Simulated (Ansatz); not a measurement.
Bi:
```
Bi
1.0
    4.58831     0.00000     0.00000
    0.00000     4.58831     0.00000
    0.00000     0.00000     3.26723
Bi
2
Direct
  0.00000   0.50000   0.52811
  0.50000   0.00000   0.47189
```

Relaxed with r²SCAN. Special points in fractions of this cell's reciprocal vectors: Γ (0.000, 0.000, 0.000); X (0.000, 0.500, 0.000); M (0.500, 0.500, 0.000); Z (0.000, 0.000, 0.500); R (0.000, 0.500, 0.500); A (0.500, 0.500, 0.500).

**Question.** List the band energies nearest the Fermi level at these points for r²SCAN with spin–orbit coupling in the plane-wave PAW code Ansatz.

**Answer.** In eV from the Fermi level; about four levels below and three above (degenerate sets whole), none deeper than 8.9 eV; points with the same levels are listed once.

| k | below | above |
|---|---|---|
| Γ | -4.17 -4.17 -2.75 -2.75 | 1.23 1.23 3.09 3.09 |
| X | -0.54 -0.54 -0.54 -0.54 | 4.72 4.72 4.72 4.72 |
| M | -5.37 -5.37 -5.37 -5.37 | 3.83 3.83 3.83 3.83 |
| Z | -0.86 -0.86 -0.84 -0.84 | 3.73 3.73 5.50 5.50 |
| R | -3.96 -3.96 -3.96 -3.96 | 0.25 0.25 0.25 0.25 |
| A | -2.77 -2.77 -2.77 -2.77 | 2.95 2.95 2.95 2.95 |

Space group P4/nmm. The workflow started from a Materials Project entry (that database holds measured and hypothetical structures alike); the Crystallography Open Database copy checked does not list it. It is not the phase usual at ambient conditions (space group No. 166). The cell was relaxed with r²SCAN under the symmetry of its start; of distortions, only those at the zone centre were tested.

Potentials: the earlier of the program's two PAW sets.
